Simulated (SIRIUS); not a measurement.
Consider a self-consistent single point of Ge (Imma, 2 atoms in the cell; from Materials Project mp-32, changed as shown).

```xyz
2
Lattice="0.0000 2.8374 2.8374 2.8374 0.0000 2.8374 2.8374 2.8374 0.0000" Properties=species:S:1:pos:R:3 pbc="T T T"
Ge     2.8374     2.8374     2.8374
Ge     4.2561     4.2561     4.1061
```

Method: PBEsol, FP-LAPW (LAPW with two local orbitals a valence shell; core below -3 Ha), all-electron full potential with ZORA scalar-relativistic valence and Dirac core (SIRIUS).

SIRIUS settings:

```
key                                                                                              value
--------------------------------------  --------------------------------------------------------------
parameters.ngridk                                                                             14 14 14
basis                                   LAPW with two local orbitals a valence shell, core below -3 Ha
unit_cell.atom_type_rmt                                                                {Ge: 2.22} bohr
parameters.xc_functionals                                         [XC_GGA_X_PBE_SOL, XC_GGA_C_PBE_SOL]
parameters.aw_cutoff                                                                                 7
parameters.pw_cutoff                                                                         20 1/bohr
parameters.smearing                                                                        fermi_dirac
parameters.smearing_width                                                                0.00367493 Ha
parameters.electronic_structure_method                                           full_potential_lapwlo
parameters.lmax_apw                                                                                  8
parameters.lmax_rho                                                                                  8
parameters.lmax_pot                                                                                  8
parameters.auto_rmt                                                                                  0
parameters.num_fv_states                                                                            18
parameters.num_mag_dims                                                                              0
parameters.num_dft_iter                                                                            100
parameters.energy_tol                                                                         1e-07 Ha
parameters.density_tol                                                                           1e-06
mixer.type                                                                                    anderson
mixer.beta                                                                                         0.2
mixer.use_hartree                                                                                false
```

Results:

- Number of valence electrons: 28
- Number of bands: 18
- Number of k-points after the program's reduction: 428
- Size of the basis: 204
- Number of SCF iterations: 12
- FFT grid: 54 × 54 × 54
- Free energy E − TS: -114155.3531 eV
- Fermi level (on the code's own zero): 5.21 eV
- Largest force (vector length): 1.593 eV/Å

Forces (eV/Å):
```
atom     Fx     Fy      Fz
----  -----  -----  ------
Ge1   0.000  0.000  -1.593
Ge2   0.000  0.000   1.593
```

For comparison: a first run was changed to give this one (atom 2 moved by -0.15 angstrom along z; unit_cell.atom_type_rmt: {Ge: 2.25} bohr → {Ge: 2.22} bohr), and from it to this one the largest force goes from 0.000 to 1.593 eV/Å.

Forces above 1 eV/Å remain at this geometry. The structure comes from a collection of computed structures, made at another level of theory; the collection holds predicted forms beside known ones. Values depend on the basis (sphere radii, cutoffs, local orbitals), which need not be converged.

Cost on one core: around 2.4 core-minutes (rough).
